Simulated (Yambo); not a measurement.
MgPdF$_{6}$ (space group R-3, No. 148): one transition space (4×4×4 mesh, 21 valence and 3 conduction bands, Tamm-Dancoff) with different kernels in Yambo, on PBEsol orbitals; field along x. BSE alone uses the static screening with 69 bands and a 3 Ry block; its scissor and those of RPA and TDDFT come from G0W0, that of the TDHF-type run from bare exchange. Axes are Cartesian, with cell vectors (Å) (2.47, 1.42, 4.51), (-2.47, 1.42, 4.51), (0.00, -2.85, 4.51).

| kernel | scissor (eV) | direct gap with it (eV) | lowest state (eV) | rough cost |
|---|---|---|---|---|
| BSE (screened electron-hole attraction) | 3.19 | 5.08 | 1.68 (dark) | 1 (with the screening) |
| TDHF-type (unscreened attraction, exchange-only scissor) | 11.89 | 13.78 | 2.44 (dark) | about 1/3 |
| RPA (no attraction) | 3.19 | 5.08 | 5.08 (dark) | about 1/5 |

Costs are rough.

RPA leaves the lowest state at the direct gap: no bound exciton. These are vertical excitations (zero momentum). Spin singlets only. Strong means a line over 3 % of the spectrum's maximum, dark under 0.03 %. Absolute energies carry the error of the G0W0 scissor, whose convergence isn't established; the long-wavelength screening was taken along (1,1,1) although the crystal is anisotropic. Convergence of the binding with the mesh was not shown.

Spin-orbit coupling is not included.

Geometry of the Materials Project entry, not relaxed at this level; primitive cell a = 5.333 Å, b = 5.333 Å, c = 5.333 Å, α = 55.07°, β = 55.07°, γ = 55.07°.
